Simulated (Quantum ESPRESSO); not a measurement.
# Strain and stress in AlSi2PC4

These are calculations, not measurements. They come from pw.x of Quantum ESPRESSO 7.5, a plane-wave density functional program, with PseudoDojo standard norm-conserving files (v0.5 for PBE, v0.4.1 for LDA and PBEsol). The cells are made up: elements, strain and atom displacements were drawn at random, and nothing was relaxed. There is no spin polarisation, spin-orbit coupling or dispersion term.

The cell has 8 sites of a zincblende or diamond lattice. Sites 1 to 4 hold Al Si P Si; sites 5 to 8 hold C C C C. Cell vectors in Å: (4.450, 0.008, 0.000); (0.008, 4.450, 0.000); (0.000, 0.000, 4.450). Settings: PBE, cutoff 1116 eV, 4 x 4 x 4 k mesh shifted by half a step, Fermi-Dirac smearing of 0.025 eV.

Each run adds a shear xy (given as the tensor component) to one cell, with the atoms carried along; the vectors above are those of run 3. Stress is positive in tension and P is minus a third of its trace. E is the free energy for each atom above the lowest run shown.

| run | strain (%) | s_xx (GPa) | s_yy (GPa) | s_zz (GPa) | s_xy (GPa) | P (GPa) | E (meV/atom) |
| --- | --- | --- | --- | --- | --- | --- | --- |
| 1 | -2.24 | 4.54 | 6.32 | 4.73 | -9.79 | -5.20 | 11.45 |
| 2 | -1.32 | 4.85 | 6.65 | 4.75 | -5.63 | -5.42 | 1.75 |
| 4 | 0.91 | 4.71 | 6.53 | 4.47 | 4.44 | -5.24 | 0.00 |
| 5 | 1.18 | 4.61 | 6.43 | 4.41 | 5.66 | -5.15 | 1.86 |
| 6 | 1.55 | 4.44 | 6.27 | 4.32 | 7.34 | -5.01 | 5.08 |
| 7 | 2.02 | 4.17 | 6.01 | 4.17 | 9.48 | -4.78 | 10.48 |
| 3 | 0.18 | ? | ? | ? | ? | ? | ? |

A rerun of one of these cells at 1347 eV and k mesh 6 x 6 x 6 moved values by no more than 0.007 eV in the cell's energy, 0.06 GPa in stress and 0.002 eV/Å in force.

## Worked fit

A parabola through the six runs shown gives s_xy = 0.32 + 4.52 e + 0.004 e² GPa, with e in per cent and a scatter of 0.01 GPa. The slope is a stiffness of 452 ± 1 GPa for each unit of this strain at e = 0, twice a shear constant under the stress shown, since the tensor component is half the shear angle. The atoms are clamped, and relaxing them would in general lower it. The error is the larger of the fit's own and the change that a cubic makes, rounded up.

## Withheld run

Question: what s_xy should run 3 give?

The fit gives 1.13 GPa. The calculation gave 1.14 GPa.

```
run  strain (%)  s_xx (GPa)  s_yy (GPa)  s_zz (GPa)  s_xy (GPa)  P (GPa)  E (meV/atom)
  3        0.18        4.90        6.71        4.61        1.14    -5.41         -2.78
```